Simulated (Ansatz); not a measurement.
A geometry of HfO$_{2}$ away from equilibrium: the start of the relaxation of a generated trial cell of HfO2 in the pyrite structure type. The numbers are results of r2SCAN (plane waves to 500 eV, PAW, scalar-relativistic; Ansatz, a first-principles code), not measurements. Γ-centred k-mesh 4×4×4 on the run's cell (coarser than for final values), Fermi–Dirac smearing 0.05 eV.

```xyz
12
Lattice="4.9738 0.0000 0.0000 0.0000 4.9738 0.0000 0.0000 0.0000 4.9738" Properties=species:S:1:pos:R:3:forces:R:3 pbc="T T T" free_energy=-67497.346 pressure_GPa=28.7
Hf     0.0000     0.0000     0.0000    0.0000    0.0000    0.0000
Hf     2.4869     2.4869     0.0000    0.0000    0.0000    0.0000
Hf     0.0000     2.4869     2.4869    0.0000    0.0000    0.0000
Hf     2.4869     0.0000     2.4869    0.0000    0.0000    0.0000
O      1.9154     1.9154     1.9154   -2.9929   -2.9929   -2.9929
O      4.4023     0.5715     3.0584   -2.9929    2.9929    2.9929
O      3.0584     4.4023     0.5715    2.9929   -2.9929    2.9929
O      0.5715     3.0584     4.4023    2.9929    2.9929   -2.9929
O      3.0584     3.0584     3.0584    2.9929    2.9929    2.9929
O      0.5715     4.4023     1.9154    2.9929   -2.9929   -2.9929
O      1.9154     0.5715     4.4023   -2.9929    2.9929   -2.9929
O      4.4023     1.9154     0.5715   -2.9929   -2.9929    2.9929
```

Positions in Å, forces in eV/Å, free energy of the cell in eV (comparable only within this code, potentials and settings). Largest force: 5.18 eV/Å, on O5, O6, O7, O8, O9, O10, O11, O12 (atoms numbered as listed); the geometry lies 0.55 eV/atom above the end of its relaxation.

No spin polarisation in the result.

The run could not lose the symmetry of its start: the end is stationary, and may be a saddle point rather than a minimum.

The end of the path is a generated cell of HfO2: the first start was made by placing the elements on the sites of a structure type, and the end was not matched to a known phase here, so it may be hypothetical. Known forms of HfO2 include space group No. 14, 29, 137, 225.
